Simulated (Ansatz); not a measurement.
SiNi:
```yaml
crystal:
  lattice:
    - [5.09239, 0.00000, 0.00000]
    - [0.00000, 3.35810, 0.00000]
    - [0.00000, 0.00000, 5.56568]
  atoms:
    - { symbol: Ni, position: [0.50778, 0.25000, 0.68917] }
    - { symbol: Ni, position: [0.00778, 0.25000, 0.81083] }
    - { symbol: Ni, position: [0.49222, 0.75000, 0.31083] }
    - { symbol: Ni, position: [0.99222, 0.75000, 0.18917] }
    - { symbol: Si, position: [0.67878, 0.25000, 0.08423] }
    - { symbol: Si, position: [0.17878, 0.25000, 0.41577] }
    - { symbol: Si, position: [0.32122, 0.75000, 0.91577] }
    - { symbol: Si, position: [0.82122, 0.75000, 0.58423] }
```

This is the r²SCAN-relaxed structure.

Task: All from r²SCAN in the plane-wave PAW code Ansatz, unless another level is named. Give the electronic character.

Result: metallic (no gap).

Task: Give the density of states at the Fermi level.

Result: 0.28 states/eV per atom (mean over ±0.08 eV).

Task: Predict the formation energy from the elements (no fitted shifts).

Result: -0.48 eV/atom.

Space group Pnma. The cell was relaxed with r²SCAN under the symmetry of its start. The workflow began spin-polarised and lost its moments. The references are the lowest solids computed at this level, not always the standard phases.

Potentials: the later of the program's two PAW sets.
